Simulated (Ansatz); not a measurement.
**MgVCrP₂H₂O₁₀ — quadrupolar parameters**

The cell is a Materials Project structure (computed, not necessarily an observed phase), atoms as given.

```
CELL_PARAMETERS angstrom
5.18774 0.00000 0.00000
-0.30011 5.42185 0.00000
-2.21965 -2.72563 6.47334
ATOMIC_POSITIONS crystal
Mg 0.01961 0.49715 0.00744
V 0.51962 0.49780 0.50793
Cr 0.01980 0.99737 0.00798
H 0.99879 0.35157 0.31519
H 0.04036 0.64319 0.70014
P 0.63052 0.89676 0.25954
P 0.40887 0.09859 0.75635
O 0.89826 0.63943 0.76458
O 0.70577 0.20473 0.37001
O 0.36515 0.25100 0.61387
O 0.81470 0.80521 0.12357
O 0.32331 0.81653 0.11358
O 0.71598 0.17768 0.90242
O 0.22474 0.19020 0.89238
O 0.67476 0.74557 0.40284
O 0.33302 0.79075 0.64538
O 0.14069 0.35540 0.25073
```

Atom numbers follow the list; atoms alike are taken as one site, whose name carries the number of the first.

All values are calculated (Ansatz; DFT, r2SCAN, plane waves and PAW, scalar-relativistic, collinear spin, 500 eV cutoff, Γ-centred 4×4×3 k-points, Fermi–Dirac smearing 0.02 eV), not measured. Start moments as typed (μB): 2 on each V, 3 on each Cr, none on the rest.

Conventions: |V_zz| ≥ |V_yy| ≥ |V_xx|, η = (V_xx − V_yy)/V_zz, C_Q = eQV_zz/h. ν_Q = 3|C_Q|/[2I(2I − 1)].

Mg-25: I = 5/2, Q = 199.4 mb; V-51: I = 7/2, Q = -52.00 mb; ⁵³Cr: I = 3/2, Q = -150.0 mb; ²H: I = 1, Q = 2.858 mb; 17O: I = 5/2, Q = -25.58 mb. Q values from Pyykkö, Mol. Phys. 116, 1328 (2018).

Q: Which values are expected at the nuclei?

A: 

```csv
site,atoms (order as listed),first shell,C_Q (MHz),η,ν_Q (MHz)
Mg,1,6 O at 2.02–2.13 Å,-5.18,0.41,0.777
V,2,6 O at 2.01–2.15 Å,10.2,0.30,0.727
Cr,3,6 O at 2.00–2.03 Å,4.61,0.87,2.30
H4,4,1 O at 0.99 Å; also 1 O at 1.89 Å,0.224,0.07,0.336
H5,5,1 O at 0.99 Å; also 1 O at 1.89 Å,0.222,0.07,0.334
O8,8,"1 H at 0.99 Å, 1 Cr at 2.03 Å, 1 Mg at 2.13 Å, 1 V at 2.14 Å",-5.51,0.75,0.826
O9,"9, 16","1 P at 1.55 Å, 1 V at 2.03 Å; also 1 H at 1.89 Å",-6.09,0.30,0.914
O10,10,"1 P at 1.53 Å, 1 V at 2.01 Å, angle 150°",-6.33,0.10,0.949
O11,11,"1 P at 1.56 Å, 1 Cr at 2.00 Å, 1 Mg at 2.10 Å",-6.36,0.54,0.953
O12,12,"1 P at 1.56 Å, 1 Cr at 2.01 Å, 1 Mg at 2.02 Å",-6.40,0.46,0.960
O13,13,"1 P at 1.56 Å, 1 Cr at 2.00 Å, 1 Mg at 2.03 Å",-6.41,0.45,0.961
O14,14,"1 P at 1.56 Å, 1 Cr at 2.00 Å, 1 Mg at 2.09 Å",-6.34,0.54,0.952
O15,15,"1 P at 1.53 Å, 1 V at 2.01 Å, angle 150°",-6.32,0.10,0.948
O17,17,"1 H at 0.99 Å, 1 Cr at 2.03 Å, 1 Mg at 2.13 Å, 1 V at 2.15 Å",-5.50,0.75,0.825
```

At O11, O12, O13 and O14 V_zz points along its shortest bond, to P (within 9°) in each case. At O9, O10 and O15 V_zz points along the shorter of its two bonds, to P (within 8°) in each case. At H4 and H5 V_zz points along its bond to O (within 2°) in each case.

P has no stable isotope with a ground-state quadrupole moment in the table, so these sites are left out.

At this cell the r2SCAN pressure is -7 GPa, so with r2SCAN the cell would shrink if it were relaxed. The entry's cell may itself be off. The largest force is 0.6 eV/Å, so the atoms aren't at the calculated equilibrium and relaxing them would move these values. The program didn't check the stability of this electronic state in full, so a lower one may lie near. All moments are parallel here, as the start or the cell imposes; many such compounds order antiparallel, where fields and spin densities carried over to other atoms largely cancel. The magnetic order is the one that the run reached from its start moments, not necessarily the measured one.
